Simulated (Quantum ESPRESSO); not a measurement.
Kohn-Sham bands of Na$_{2}$H$_{6}$Pt (Fm-3m)

```
CELL_PARAMETERS angstrom
      0.00000     3.62932     3.62932
      3.62932     0.00000     3.62932
      3.62932     3.62932     0.00000
ATOMIC_POSITIONS crystal
  Na 0.75000 0.75000 0.75000
  Na 0.25000 0.25000 0.25000
  H  0.77446 0.77446 0.22554
  H  0.22554 0.22554 0.77446
  H  0.22554 0.77446 0.77446
  H  0.77446 0.22554 0.22554
  H  0.77446 0.22554 0.77446
  H  0.22554 0.77446 0.22554
  Pt 0.00000 0.00000 0.00000
```

Structure: Materials Project mp-690785, symmetrised, not relaxed again. Not found in the COD (Crystallography Open Database) copy used; not checked further. Computed values, not measurements, from PBEsol: Quantum ESPRESSO (norm-conserving PseudoDojo potentials, cutoff 71 Ry, spinors with spin-orbit coupling) on a Γ-centred 4×4×4 mesh, then Wannier90. Density: 8×8×8 mesh, cold smearing 0.01 Ry.

Question: List the Kohn-Sham levels between −8 and 6.3 eV relative to the valence-band maximum at the high-symmetry points, as a band run of pw.x on that density gives them (levels within 2 meV counted together).

Answer: 
```csv
point,k (reciprocal lattice),levels (eV)
Γ,0.000 0.000 0.000,"-6.31 (×2), -4.70 (×4), -1.83 (×4), -1.15 (×2), -0.96 (×2), -0.22 (×4), 5.60 (×2)"
X,0.500 0.000 0.500,"-5.34 (×2), -4.81 (×2), -4.62 (×2), -2.02 (×2), -1.86 (×2), -1.70 (×2), -1.13 (×2), -1.03 (×2), -0.79 (×2), 3.28 (×2)"
U,0.625 0.250 0.625,"-5.23 (×2), -4.89 (×2), -4.69 (×2), -2.07 (×2), -1.89 (×2), -1.60 (×2), -1.34 (×2), -1.00 (×2), -0.63 (×2), 4.02 (×2)"
K,0.375 0.375 0.750,"-5.23 (×2), -4.89 (×2), -4.69 (×2), -2.07 (×2), -1.89 (×2), -1.60 (×2), -1.34 (×2), -1.00 (×2), -0.63 (×2), 4.02 (×2)"
L,0.500 0.500 0.500,"-5.45 (×2), -4.78 (×2), -4.76 (×2), -2.66 (×2), -1.82 (×2), -1.72 (×2), -1.06 (×2), -0.51 (×2), 0.00 (×2), 5.48 (×2), 5.62 (×2)"
W,0.500 0.250 0.750,"-5.15 (×2), -4.96 (×2), -4.68 (×2), -2.03 (×2), -1.91 (×2), -1.59 (×2), -1.15 (×2), -1.09 (×2), -0.89 (×2), 4.42 (×2), 5.99 (×2)"
```
